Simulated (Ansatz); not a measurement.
Q: Name crystals whose computed values (r²SCAN (plane waves, PAW; program Ansatz)) fall in these windows: Θ_D (K) 380 to 510; electron conductivity mass (mₑ) 0.25 to 0.30; B₀ by P(V) fit (GPa) 76 to 94.

A: 

| crystal | Θ_D (K) | electron conductivity mass (mₑ) | B₀ by P(V) fit (GPa) |
|---|---|---|---|
| SiGe, wurtzite | 478 | 0.28 | 84.3 |
Others may fit too.

Standing as an ambient phase not checked: SiGe, wurtzite. The cell was relaxed under the symmetry of its start. Scalar-relativistic: spin–orbit coupling is off unless named, which matters more the heavier the elements.

Potentials: the earlier of the program's two PAW sets.
